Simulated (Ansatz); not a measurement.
This cell of GaP (zinc blende) is off equilibrium:

```xyz
2
Lattice="0.0000 2.7532 2.7532 2.7532 0.0000 2.7532 2.7532 2.7532 0.0000" Properties=species:S:1:pos:R:3 pbc="T T T"
P      4.1298     4.1298     4.1298
Ga    -0.3724    -0.3724     0.7900
```

Level of theory: PBE (plane waves to 420 eV, PAW, scalar-relativistic; Ansatz, a quantum-chemistry and plane-wave program). k mesh 8×8×8 (Γ-centred), Fermi-Dirac smearing 0.05 eV. The energy includes the smearing's −TS. Compression counts positive. As the smearing reaches across the gap at some points, energies and forces of such displacements shift with the k mesh and the smearing. GaP was relaxed with its symmetry unable to fall. The PAW data are Ansatz's earlier set.

Predict the force on every atom, in eV/Å.


| atom | Fx | Fy | Fz |
|---|---|---|---|
| P1 | 1.266 | 1.266 | 2.792 |
| Ga2 | -1.266 | -1.266 | -2.792 |

What is the stress tensor (GPa)?


```
   16.1    -12.5     -0.8
  -12.5     16.1     -0.8
   -0.8     -0.8     -1.5
```
The pressure, a third of the trace, is 10.2 GPa.

In it atom 2 sits (-0.372, -0.372, 0.790) Å away from its relaxed site. What is its energy relative to the relaxed cell?

1631 meV/cell.

(For displaced atoms, the force is minus the slope of the energy, and its curvature is a force constant, which sets phonon frequencies.)
